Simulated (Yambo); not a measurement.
# How GW settings move the gap: SiC

G0W0@PBE for SiC (zinc blende, space group F-43m, No. 216) in Yambo. Reference settings: 6×6×6 Γ-centred k mesh, 76 bands and a 14 Ry block in the screening, 76 bands in G with the Bruneval-Gonze terminator, plasmon pole fitted at 27.2 eV. The PBE gap Γ → X on this mesh is 1.36 eV; G0W0 gaps are taken between the same points.

| change from the reference | G0W0 gap Γ → X (eV) | shift of the valence edge (eV) | rough Yambo cost |
|---|---|---|---|
| reference settings | 2.14 | -0.68 | 1 |
| 23 bands in W, 23 bands in G | 2.11 | -0.41 | about 1/3 |
| 23 bands in G | 2.18 | -0.70 | – |
| 47 bands in G | 2.16 | -0.70 | – |
| 32 bands in W | 2.10 | -0.51 | within a factor of two |
| 1 Ry block | 1.85 | 0.01 | about 1/3 |
| 11 Ry block | 2.08 | -0.60 | within a factor of two |
| no random integration | 2.10 | -0.47 | – |
| 4×4×4 mesh | 2.12 | -0.63 | about 1/5 |
| 47 bands in G, no terminator | 2.02 | -0.45 | – |
| no terminator | 2.08 | -0.57 | – |

The reference isn't shown to be the converged limit. Costs are rough (shared machines), scaled to the same edge states, and given only for runs that recompute the screening.

Geometry of the Materials Project entry, not relaxed at this level; primitive cell a = 3.079 Å, b = 3.079 Å, c = 3.079 Å, α = 60.00°, β = 60.00°, γ = 60.00°.

A shift is the quasiparticle energy of the state minus its PBE energy.
